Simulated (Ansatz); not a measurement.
## AlIn2N3: the gap under pressure

AlIn2N3, Cmc2_1, a = 10.291 Å, b = 5.923 Å, c = 5.500 Å. The structure is a Materials Project entry; whether it is the stable form wasn't checked. Ansatz: PBE, PAW, 420 eV, Γ-centred 6×6×6 mesh on 12 atoms, Gaussian smearing 0.02 eV; no spin polarisation. Cell and atoms are relaxed at each pressure, and no other structure is tried, so the rows at high pressure may lie past a change of phase. The gap is sought over the whole zone. The pressures are the targets, met within 0.02 GPa.

| P (GPa) | gap y (eV) |
| --- | --- |
| -1.0 | ? |
| 0.0 | 0.885 |
| 1.0 | 0.914 |
| 4.0 | 0.997 |
| 12.0 | 1.190 |
| 25.0 | 1.445 |

Question: Fit y = E0 + αP + βP² to the other rows and predict the missing gap.

Answer: Least squares on the rows shown. y = 0.8860 + 0.02824 P − 0.0002355 P². So α = 28.2 meV/GPa at zero pressure. With a term in P³ added, the coefficient of P becomes 0.02950, 4 % more, which shows how far this figure hangs on the form. At P = -1.0 the fit asked for gives 0.858 eV. The run gave 0.853 eV, so the fit is 0.005 eV too high, a small miss on the scale of the series.

Semilocal functionals give gaps under the measured ones; changes of the gap mostly carry over better.